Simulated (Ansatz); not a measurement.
# A trial form of B6Ir

The calculation used DFT PBE, scalar-relativistic, plane waves, PAW (Ansatz 0.2.0). Cutoff 420 eV, Gaussian smearing, Γ-centred meshes. Cell and atoms relax first on a coarse mesh and then on a finer one. In between, the cell is made exact in the group found at 0.06 Å. In metals the finer mesh still leaves noise of several meV/atom or more. The steps can't lower the symmetry of their start. No spin polarisation in the relaxation; trial moments died out in a coarse test.

Recipe of this trial structure of B6Ir: random cell by space group and Wyckoff sites (P6/mmm, No. 191). The dimensions are guesses.

```
B Ir
1.0
     4.12295    0.00000    0.00000
    -2.06148    3.57058    0.00000
     0.00000    0.00000    3.87372
B Ir
6 1
Direct
  0.23314 0.76686 0.50000
  0.23314 0.46627 0.50000
  0.53373 0.76686 0.50000
  0.76686 0.23314 0.50000
  0.76686 0.53373 0.50000
  0.46627 0.23314 0.50000
  0.00000 0.00000 0.00000
```

Formation energies are uncorrected and refer to the elements' standard structures at the same level.

Question: What does it relax into?

Answer: The symmetry stays P6/mmm (No. 191). The volume per atom grows by 8.3 %, from 8.1 to 8.8 Å³. The shortest distance goes from 1.24 Å (B–B) to 1.67 Å (B–B). The ratio c/a of the conventional cell changes by a factor of 0.74. The energy falls by about 2.7 eV/atom (the start's value is from the coarse mesh). Conventional cell: a = 4.687 Å, c = 3.247 Å. B is surrounded by 2 B at 1.67 Å, 2 B at 1.80 Å and 2 Ir at 2.33 Å; around Ir lie 12 B at 2.33 Å.

```
B Ir
1.0
     4.68700    0.00000    0.00000
    -2.34350    4.05906    0.00000
     0.00000    0.00000    3.24746
B Ir
6 1
Direct
  0.20544 0.79456 0.50000
  0.20544 0.41088 0.50000
  0.58912 0.79456 0.50000
  0.79456 0.20544 0.50000
  0.79456 0.58912 0.50000
  0.41088 0.20544 0.50000
  0.00000 0.00000 0.00000
```

Question: How does it come out in energy, and is it a metal?

Answer:

- Formation energy: +0.28 eV/atom
- Gap on the 12×12×12 mesh of the 7-atom cell: 0 eV (a metal)

The separate elements lie lower, so it is unstable against them.

The last run used Gaussian smearing of 0.10 eV. Spin–orbit coupling, which can matter for Ir, is left out. A structure relaxed within its symmetry needn't be a true minimum.
